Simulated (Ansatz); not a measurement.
# MgMn2P2H4O10 — coordination and ⁵⁵Mn quadrupole coupling

Cell: a computed structure from the Materials Project (it need not be an observed phase).

```
Mg Mn H P O
1.0
     5.30757    0.00000    0.00000
    -0.81722    5.46214    0.00000
    -2.27296   -2.06037    7.19592
Mg Mn H P O
1 2 4 2 10
Direct
  0.09106 0.35156 0.87988
  0.98447 0.44843 0.45923
  0.51285 0.01450 0.00480
  0.86572 0.90879 0.28613
  0.06309 0.09437 0.21145
  0.04813 0.93548 0.65034
  0.90714 0.86566 0.80319
  0.41353 0.58144 0.24383
  0.60583 0.46315 0.77176
  0.31342 0.69943 0.07688
  0.27926 0.65066 0.38954
  0.71583 0.33260 0.92837
  0.76855 0.38774 0.64055
  0.72633 0.66675 0.33144
  0.31974 0.28501 0.14189
  0.29493 0.37393 0.68930
  0.68249 0.75884 0.84738
  0.07986 0.96610 0.78346
  0.90277 0.07804 0.25344
```

Sites (sets of like atoms) are named by element and the number of their first atom in this list.

Computed with Ansatz: DFT, PBE+U (U = 4.9 eV on Mn d), plane waves and PAW, scalar-relativistic, collinear spin, 420 eV cutoff, Γ-centred 5×4×3 k-points, Fermi–Dirac smearing 0.02 eV. Start moments as typed (μB): 0 -5 5 0 0 0 0 0 0 0 0 0 0 0 0 0 0 0 0 by atom.

Q(⁵⁵Mn) = 330.0 mb.

Question: Rank these Mn sites by |C_Q|, smallest first.
A. Mn3: 6 O at 2.14–2.38 Å
B. Mn2: 5 O at 2.06–2.22 Å

Answer: A (39.6 MHz, η = 0.31), B (48.6 MHz, η = 0.50).

Like point charges on the first shell alone (each adding as 1/d³) would give the same order.

The magnetic order is the one that the run reached from its start moments, not necessarily the measured one.
